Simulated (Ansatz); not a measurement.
NbIr:
```cif
data_Ir2Nb2
_chemical_formula_sum 'Ir2 Nb2'
_space_group_name_H-M_alt 'Pmma'
_space_group_IT_number 51
_space_group_name_Hall '-P 2a 2a'
_cell_length_a 4.55811
_cell_length_b 2.81825
_cell_length_c 4.87185
_cell_angle_alpha 90.000
_cell_angle_beta 90.000
_cell_angle_gamma 90.000
loop_
_atom_site_label
_atom_site_type_symbol
_atom_site_symmetry_multiplicity
_atom_site_Wyckoff_symbol
_atom_site_fract_x
_atom_site_fract_y
_atom_site_fract_z
_atom_site_occupancy
Ir1 Ir 2 e 0.75000 0.00000 0.18637 1
Nb1 Nb 2 f 0.25000 0.50000 0.30788 1
```

Relaxed with PBEsol.

Task: Which orbitals make up the states near the Fermi level in PBEsol (plane waves, PAW; program Ansatz)?

Result: Within 0.5 eV of the Fermi level: Nb 4d 62 %, Ir 5d 26 %, outside the projected shells 5 %. Projections are on Löwdin-orthogonalised atomic valence shells; empty p or d shells of many metals are not among them.

Task: Tabulate the density of states.

Result: States/eV per cell of 4 atoms, in 0.25 eV bins, energy from the Fermi level.

| E (eV) | total | Ir 5d | Nb 4d | Ir 6s |
|---|---|---|---|---|
| -7.85 | 0.23 | 0.00 | 0.00 | 0.09 |
| -7.60 | 0.29 | 0.01 | 0.01 | 0.11 |
| -7.35 | 0.35 | 0.01 | 0.01 | 0.15 |
| -7.10 | 0.46 | 0.02 | 0.02 | 0.19 |
| -6.85 | 0.53 | 0.03 | 0.04 | 0.23 |
| -6.60 | 0.63 | 0.05 | 0.06 | 0.27 |
| -6.35 | 1.13 | 0.22 | 0.24 | 0.40 |
| -6.10 | 2.00 | 0.50 | 0.56 | 0.61 |
| -5.85 | 2.54 | 0.71 | 0.80 | 0.70 |
| -5.60 | 2.76 | 1.12 | 0.87 | 0.50 |
| -5.35 | 3.91 | 1.98 | 1.24 | 0.39 |
| -5.10 | 4.62 | 2.61 | 1.37 | 0.28 |
| -4.85 | 5.14 | 3.19 | 1.43 | 0.16 |
| -4.60 | 4.56 | 2.86 | 1.18 | 0.10 |
| -4.35 | 4.61 | 3.04 | 1.12 | 0.09 |
| -4.10 | 6.11 | 4.05 | 1.49 | 0.11 |
| -3.85 | 5.32 | 3.56 | 1.33 | 0.11 |
| -3.60 | 3.68 | 2.56 | 0.86 | 0.09 |
| -3.35 | 5.43 | 3.66 | 1.38 | 0.14 |
| -3.10 | 4.50 | 3.07 | 1.10 | 0.10 |
| -2.85 | 3.98 | 2.80 | 0.88 | 0.10 |
| -2.60 | 5.06 | 3.52 | 1.15 | 0.16 |
| -2.35 | 5.42 | 3.63 | 1.35 | 0.19 |
| -2.10 | 5.33 | 3.66 | 1.23 | 0.18 |
| -1.85 | 5.44 | 3.61 | 1.38 | 0.16 |
| -1.60 | 4.66 | 2.81 | 1.43 | 0.12 |
| -1.35 | 3.92 | 2.17 | 1.38 | 0.09 |
| -1.10 | 3.22 | 1.59 | 1.30 | 0.10 |
| -0.85 | 3.98 | 1.88 | 1.66 | 0.13 |
| -0.60 | 4.04 | 1.59 | 1.99 | 0.10 |
| -0.35 | 4.11 | 1.17 | 2.48 | 0.08 |
| -0.10 | 4.18 | 0.99 | 2.72 | 0.08 |
| 0.15 | 3.57 | 0.84 | 2.27 | 0.09 |
| 0.40 | 3.16 | 0.77 | 1.97 | 0.07 |
| 0.65 | 2.43 | 0.65 | 1.46 | 0.05 |
| 0.90 | 2.01 | 0.56 | 1.23 | 0.03 |
| 1.15 | 2.26 | 0.67 | 1.40 | 0.03 |
| 1.40 | 2.59 | 0.82 | 1.57 | 0.03 |
| 1.65 | 3.13 | 1.08 | 1.83 | 0.05 |
| 1.90 | 3.67 | 1.33 | 2.12 | 0.07 |
| 2.15 | 4.48 | 1.53 | 2.67 | 0.11 |
| 2.40 | 3.92 | 1.07 | 2.53 | 0.10 |
| 2.65 | 3.24 | 0.74 | 2.18 | 0.11 |
| 2.90 | 3.18 | 0.64 | 2.20 | 0.15 |
| 3.15 | 3.39 | 0.69 | 2.34 | 0.16 |

The start of the workflow was typed in or built on a structure type; the Crystallography Open Database copy checked does not list it. COD files the formula under space group No. 123. Whether it is the stable phase at ambient conditions was not checked. The PBEsol relaxation kept the symmetry of its start; its stability against distortions is not shown here. No spin polarisation was allowed. Spin–orbit coupling is left out wherever it is not named.

Potentials: the later of the program's two PAW sets.
